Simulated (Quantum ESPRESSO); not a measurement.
# Where does Si sit best among Ge sites?

These are calculations, not measurements. They come from pw.x of Quantum ESPRESSO 7.5, a plane-wave density functional program, with PseudoDojo standard norm-conserving files (v0.5 for PBE, v0.4.1 for LDA and PBEsol). The cells are made up: elements, strain and atom displacements were drawn at random, and nothing was relaxed. There is no spin polarisation, spin-orbit coupling or dispersion term.

The cell has 8 sites of a zincblende or diamond lattice. Sites 1 to 4 hold X X X X; sites 5 to 8 hold Si Si Si Ge. Cell vectors in Å: (5.579, 0.000, 0.000); (0.000, 5.579, 0.000); (0.000, 0.000, 5.579). Settings: PBE, cutoff 1061 eV, 6 x 6 x 6 k mesh shifted by half a step, Fermi-Dirac smearing of 0.1 eV.

In each run one of the sites marked X holds Si and the others hold Ge; cell and positions stay the same. E is the free energy of the cell.

```
site of the guest,first shell,mean distance (Å),E above the lowest (eV),P (GPa),force on the guest (eV/Å)
1,GeSi3,2.394,0.000,1.80,0.968
2,GeSi3,2.457,0.120,1.93,1.317
3,GeSi3,2.428,0.027,1.87,3.052
4,GeSi3,2.404,0.020,1.82,1.329
```

A rerun of one of these cells at 1347 eV and k mesh 8 x 8 x 8 moved values by no more than 0.003 eV in the cell's energy, 0.03 GPa in stress and 0.003 eV/Å in force.

## Reading the table

Site 1 is lowest, by 0.020 eV, over three times the rerun's bound. A straight line of energy against the mean distance has a slope of 1.8 ± 0.5 eV/Å, so the guest costs less on the tighter sites. The positions are random and not relaxed, so the differences hold for this frozen cell and are not site preferences of a real crystal.